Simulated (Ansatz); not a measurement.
**Li started on a La site and La started on a Ga site, 3.35 Å apart on the ideal sites in cubic perovskite LaGaO3, 40 atoms, charge 0**

The calculation used DFT, PBEsol, PAW, plane waves in Ansatz.

Command:

```sh
ansatz run in.yaml --threads 7 --pin off --max-ram 13300MiB --runs-dir r --events-out ev --progress --plain
```

The input less its lattice and atoms:

```yaml
crystal:
  symmetry: { detect: false }
kpoints:
  mp_grid: { grid: [1, 1, 1], shift: [0.25, 0.25, 0.25] }
hamiltonian:
  xc: pbesol
scf:
  occupations: { method: fermi_dirac, width: 0.01 }
relax:
  f_tol: 0.03
  max_steps: 80
  escape_saddle: false
  adjacent_minimum: "off"
output:
  forces: true
  eigenvalues: true
  populations: true
```

Start:

```
La Li Ga O
1.0
     7.72931    0.00000    0.00000
     0.00000    7.72931    0.00000
     0.00000    0.00000    7.72931
La Li Ga O
8 1 7 24
Cartesian
  7.7019 0.0153 0.0370
  7.7073 7.7107 3.8194
  0.0011 3.8673 7.7253
  0.0349 3.8835 3.8797
  3.8687 0.0132 7.7059
  3.8392 0.0382 3.8817
  3.8852 3.8488 7.7258
  1.9587 1.9276 1.9207
  3.8554 3.8795 3.8880
  1.9132 1.9316 5.7821
  1.9397 5.8042 1.9383
  1.9456 5.7853 5.8370
  5.8008 1.9047 1.8969
  5.7910 1.9337 5.7887
  5.7718 5.8332 1.9478
  5.7678 5.7975 5.8034
  1.9313 1.9404 0.0133
  1.9762 1.9611 3.8782
  1.9259 5.8055 7.7027
  1.9548 5.8134 3.8603
  5.7961 1.9325 0.0224
  5.7851 1.9145 3.8219
  5.8341 5.7873 7.7281
  5.7826 5.7967 3.8648
  7.7240 1.9448 1.9563
  7.7085 1.9241 5.7758
  0.0052 5.7741 1.9033
  7.7219 5.8023 5.8485
  3.8597 1.9478 1.9264
  3.8758 1.9521 5.8215
  3.8691 5.8189 1.9315
  3.8657 5.8126 5.8277
  1.9063 7.6965 1.9486
  1.9394 0.0354 5.8230
  1.9620 3.8386 1.9299
  1.8986 3.8593 5.8196
  5.7996 0.0303 1.8935
  5.7571 7.7118 5.8031
  5.7823 3.8545 1.9464
  5.8302 3.8482 5.7997
```

Steps:

```tsv
step	energy less the first (eV)	largest force component (eV/Å)
start	0.000	6.970
1	-3.512	2.829
2	-4.220	1.617
3	-4.997	0.667
4	-5.689	0.927
5	-6.438	1.168
6	-7.391	1.298
7	-8.459	0.917
8	-8.940	0.518
9	-9.149	0.423
10	-9.211	0.747
11	-9.329	0.270
12	-9.405	0.289
13	-9.451	0.208
14	-9.480	0.175
15	-9.507	0.217
16	-9.545	0.306
17	-9.574	0.167
18	-9.588	0.136
19	-9.595	0.180
20	-9.608	0.122
21	-9.662	0.240
22	-9.666	0.443
23	-9.763	0.318
24	-9.833	0.157
25	-9.855	0.112
26	-9.875	0.072
27	-9.877	0.106
28	-9.883	0.108
29	-9.888	0.096
30	-9.891	0.062
31	-9.898	0.178
32	-9.906	0.209
33	-9.920	0.130
34	-9.928	0.046
35	-9.929	0.048
36	-9.929	0.022
```

A structure on the way, about -4.22 eV from the start:

```xyz
40
Lattice="7.7293 0.0000 0.0000 0.0000 7.7293 0.0000 0.0000 0.0000 7.7293" Properties=species:S:1:pos:R:3 pbc="T T T"
La    7.6394    7.6125    7.6336
La    7.6444    7.6559    3.9499
La    7.6412    3.9821    7.6517
La    7.5955    3.9414    3.9497
La    3.9422    7.6356    7.6224
La    3.9302    7.6176    3.9683
La    3.9698    3.9484    7.6156
La    1.9763    1.9825    1.9498
Li    3.8973    3.9140    3.8988
Ga    1.9316    1.9421    5.7998
Ga    1.9415    5.7933    1.9639
Ga    1.9390    5.7750    5.7966
Ga    5.8084    1.9352    1.9302
Ga    5.7807    1.9528    5.7727
Ga    5.7732    5.7743    1.9522
Ga    5.7775    5.7818    5.7721
O     1.9568    1.9786    7.5895
O     1.9107    1.8897    4.0270
O     1.9149    5.8332    7.7067
O     1.8510    5.8376    3.9590
O     5.8405    1.9248    7.6522
O     5.8152    1.8205    3.9320
O     5.8322    5.7867    7.6784
O     5.8910    5.8874    3.9164
O     7.6068    1.9772    1.9983
O     7.6736    1.8960    5.8052
O     7.6580    5.7921    1.9185
O     7.6730    5.8309    5.8122
O     4.0268    1.8885    1.8396
O     3.9145    1.8801    5.8721
O     3.9114    5.8649    1.8476
O     3.9044    5.8670    5.8890
O     1.8886    7.6000    1.9830
O     1.9435    7.6602    5.8351
O     1.8895    4.0493    1.8477
O     1.8227    3.9195    5.8448
O     5.8482    7.6531    1.8908
O     5.7726    7.6859    5.8138
O     5.8296    3.9290    1.8547
O     5.8978    3.9266    5.8711
```

End:

```xyz
40
Lattice="7.7293 0.0000 0.0000 0.0000 7.7293 0.0000 0.0000 0.0000 7.7293" Properties=species:S:1:pos:R:3 pbc="T T T"
La    0.0902    0.0697    0.0045
La    7.6122    7.6827    3.8695
La    7.6501    3.8441    7.7048
La    7.2817    3.8267    3.9722
La    4.0134    0.1810    0.1400
La    3.9089    7.3010    3.8941
La    3.9958    4.0992    0.0509
La    2.1716    2.3105    2.5123
Li    4.1235    3.6490    4.7765
Ga    1.9482    1.9995    5.8542
Ga    1.9318    5.9576    1.9118
Ga    1.9276    5.4548    5.4717
Ga    5.7613    2.0127    2.0265
Ga    5.7059    1.8894    5.7948
Ga    5.8212    5.8524    1.9072
Ga    5.7907    5.7913    5.8138
O     1.4755    2.0458    7.6292
O     2.0960    0.9166    4.3819
O     2.1790    6.0830    7.4218
O     1.6087    6.0200    3.7521
O     6.1902    1.7425    0.0052
O     5.2274    2.2866    3.8910
O     5.6098    6.0370    7.6912
O     6.0173    5.7566    3.8550
O     7.6407    1.9273    2.4059
O     7.6145    1.8339    5.4282
O     7.7193    6.1251    1.6592
O     0.0488    5.7105    5.9593
O     4.0177    2.1803    1.3565
O     3.8411    2.1063    6.2752
O     3.8934    5.7623    1.9915
O     3.8465    5.4340    5.4767
O     2.1615    0.0976    1.7350
O     2.1545    7.2660    6.4051
O     1.8800    4.2267    1.2748
O     1.8699    3.6406    4.9476
O     5.6134    0.0774    2.1825
O     5.6419    7.6952    5.5905
O     6.0454    3.9486    1.6854
O     5.8766    3.8644    5.9894
```

The run converged.

Time: 2.9 min of wall time on 7 threads of a Neoverse-V2 processor, on a host shared with other runs; peak host memory 1.1 GiB.

Q: How much energy did the relaxation gain, and which atom moved most?

A: 9.93 eV in 36 steps, from a start with small random displacements (the gain also holds any tilting of the ideal host); atom 18 (O) moved 1.17 Å, the median atom 0.38 Å (drift of the whole cell removed).

The run had no spin, and a state with a moment may lie lower. The one k point has no symmetry partners, which can distort the end along one axis.
